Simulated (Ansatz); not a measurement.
Here is the system:

YB₂:
Space group P6/mmm (No. 191); a = b = 3.2472 Å, c = 3.7992 Å, α = β = 90.00°, γ = 120.00°

```json
[
 {"atom": "Y", "site": "1a", "symmetry": "6/mmm", "x": "0.0000", "y": "0.0000", "z": "0.0000"},
 {"atom": "B", "site": "2d", "symmetry": "-6m2", "x": "0.3333", "y": "0.6667", "z": "0.5000"}
]
```

This is the LDA-relaxed structure.

**Question.** All from the program Ansatz at the LDA level (PAW), unless another level is named. Give the electronic character.

**Answer.** metallic (no gap).

**Question.** Next, the density of states at the Fermi level?

**Answer.** 0.33 states/eV per atom (mean over ±0.08 eV).

**Question.** Next, the formation energy from the elements (no fitted shifts)?

**Answer.** -0.64 eV/atom.

The workflow started from a Materials Project entry (that database holds measured and hypothetical structures alike); the Crystallography Open Database files this formula in space group No. 191, but the cells were not matched. Its standing as an ambient phase is unchecked. The LDA relaxation kept the symmetry of its start; of distortions, only those at the zone centre were tested. The run is not spin-polarised. The references are the lowest solids computed at this level, not always the standard phases. Spin–orbit coupling is left out wherever it is not named.

Potentials: the later of the program's two PAW sets.
